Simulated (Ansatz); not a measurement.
Polymorphs of TlCl, each relaxed with LDA in the plane-wave PAW code Ansatz:

A: CsCl type (Pm-3m)
a = b = c = 3.6941 Å, α = β = γ = 90.00°

```tsv
atom	site	symmetry	x	y	z
Tl	1a	m-3m	0.0000	0.0000	0.0000
Cl	1b	m-3m	0.5000	0.5000	0.5000
```

B: rock salt (Fm-3m)
a = 6.1964 Å, b = 6.1964 Å, c = 6.1964 Å, α = 90.00°, β = 90.00°, γ = 90.00°

| atom | site | symmetry | x | y | z |
|---|---|---|---|---|---|
| Tl | 4a | m-3m | 0.0000 | 0.0000 | 0.0000 |
| Cl | 4b | m-3m | 0.5000 | 0.5000 | 0.5000 |

Q: Order them by energy per atom at 0 K (lowest first) at the level LDA.

A: A (+0 meV/atom), B (+25 meV/atom)

Q: Give each one's gap.

A: A 1.57 eV; B 1.72 eV.

Standing as an ambient phase not checked: B. All cells were relaxed under the symmetry of their starts (and spin orders); stability against distortions was not tested throughout. Spin–orbit coupling is left out wherever it is not named.

Energies hold the estimated change up to a 700 eV cutoff; steps of a few meV lie near the error of the meshes.

Potentials: the later of the program's two PAW sets.
